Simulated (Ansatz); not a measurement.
Sheets of one type (M2XT2 MXene (fcc sites)-type), PBE (plane waves, PAW; program Ansatz); HSE06 gaps on those cells.

```
layer    a (Å)  thickness (Å)
-------  -----  -------------
Sc2NS2   3.332           5.88
Sc2CS2       …              …
W2CS2    3.277           5.35
Sc2CTe2  3.420           7.06
```

**Question.** What belongs in the gaps?

**Answer.** 
- Sc2CS2, a (Å): 3.510
- Sc2CS2, thickness (Å): 5.59

Began spin-polarised and lost the moments: Sc2NS2, M2XT2 MXene (fcc sites)-type layer. All cells were relaxed under the symmetry of their starts (and spin orders); stability against distortions was not tested throughout. Rows with no word on spin ran without spin polarisation. Scalar-relativistic: spin–orbit coupling is off unless named, which matters more the heavier the elements. Constructed layers (a layer type filled with these elements): Sc2NS2, M2XT2 MXene (fcc sites)-type layer; Sc2CS2, M2XT2 MXene (fcc sites)-type layer; W2CS2, M2XT2 MXene (fcc sites)-type layer; Sc2CTe2, M2XT2 MXene (fcc sites)-type layer.

Potentials: the later of the program's two PAW sets.
